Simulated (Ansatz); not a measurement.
# B₂O: ab initio molecular dynamics

Theory: DFT PBEsol, scalar-relativistic, plane waves, PAW in Ansatz 0.2.0. Settings: plane waves to 420 eV, k-mesh 6×6×2 (shifted by 0.5, 0.5, 0.5 steps), Fermi–Dirac smearing 0.19 eV. The mesh is coarse. No spin polarisation.

24 atoms, starting at 1.10 times the perfect crystal's volume (space group P-3m1); Langevin thermostat at 2200 K (friction 0.02 fs⁻¹), fixed cell; 53 steps of 1.5 fs. The run is short and not equilibrated. The crystal has no gap, and so coarse a mesh can leave errors of tens of meV/atom and of a GPa or more.

First frame:

```
CELL_PARAMETERS angstrom
2.60371 4.50975 0.00000
2.60371 -4.50975 0.00000
0.00000 0.00000 -10.52485
ATOMIC_POSITIONS crystal
B 0.50000 0.00000 0.58583
B 0.50000 0.50000 0.58583
B 0.00000 0.00000 0.58583
B 0.00000 0.50000 0.58583
B 0.00000 0.00000 0.41417
B 0.00000 0.50000 0.41417
B 0.50000 0.00000 0.41417
B 0.50000 0.50000 0.41417
B 0.33333 0.66667 0.96907
B 0.33333 0.16667 0.96907
B 0.83333 0.66667 0.96907
B 0.83333 0.16667 0.96907
B 0.16667 0.33333 0.03093
B 0.16667 0.83333 0.03093
B 0.66667 0.33333 0.03093
B 0.66667 0.83333 0.03093
O 0.33333 0.66667 0.64038
O 0.33333 0.16667 0.64038
O 0.83333 0.66667 0.64038
O 0.83333 0.16667 0.64038
O 0.16667 0.33333 0.35962
O 0.16667 0.83333 0.35962
O 0.66667 0.33333 0.35962
O 0.66667 0.83333 0.35962
```

| Quantity | Value |
| --- | --- |
| Mean temperature over the second half | 2348 K |
| Mean pressure over the second half (kinetic part included) | -14.9 GPa |
| Mean potential energy above the perfect crystal (relaxed, at volume ratio 1; besides heat the difference comes from the volume, 10 % larger; the free energy holds the electrons' entropy) | 152 meV/atom |
| Mean-square drift of B from first to last step (mean shift of all atoms removed) | 0.58 Å² |
| Mean-square drift of O from first to last step (mean shift of all atoms removed) | 0.06 Å² |

Pair distribution functions g(r), second half of the run, up to half the cell's height:

| r (Å) | B-B | B-O |
| --- | --- | --- |
| 1.25 | 0.0 | 0.0 |
| 1.35 | 0.0 | 0.2 |
| 1.45 | 0.3 | 3.2 |
| 1.55 | 1.4 | 4.9 |
| 1.65 | 1.2 | 2.7 |
| 1.75 | 1.9 | 1.7 |
| 1.85 | 1.7 | 0.5 |
| 1.95 | 1.3 | 0.4 |
| 2.05 | 1.0 | 0.1 |
| 2.15 | 0.9 | 0.1 |

Along the run (potential energy from its first value; pressure with the kinetic part):

```tsv
t (fs)	T (K)	ΔE_pot (meV/atom)	P (GPa)
0.0	2108	0.0	-11.0
3.0	2164	12.3	-8.2
6.0	1938	57.7	-4.7
9.0	1745	106.4	-1.1
12.0	1618	124.3	1.2
15.0	1958	109.8	2.4
18.0	2071	84.3	2.2
21.0	2310	60.1	1.3
24.0	2304	51.2	-0.4
27.0	2604	42.0	-2.2
30.0	2770	13.2	-5.3
33.0	2702	-1.2	-8.5
36.0	2459	26.2	-10.9
39.0	2052	69.5	-13.3
42.0	2052	110.3	-14.8
45.0	1788	142.8	-16.4
48.0	1750	167.5	-17.1
51.0	1858	186.5	-17.2
54.0	1690	195.9	-17.2
57.0	1747	184.2	-17.2
60.0	2377	129.9	-17.2
63.0	2794	82.2	-17.0
66.0	3053	57.2	-15.6
69.0	2970	58.2	-13.4
72.0	2848	64.6	-11.1
75.0	2751	44.0	-10.3
78.0	2627	14.1	-10.7
```

Cost: 1 run of about 30 core-minutes (earlier runs that led there not counted), on Intel Xeon Platinum 8488C (Sapphire Rapids) (shared hosts).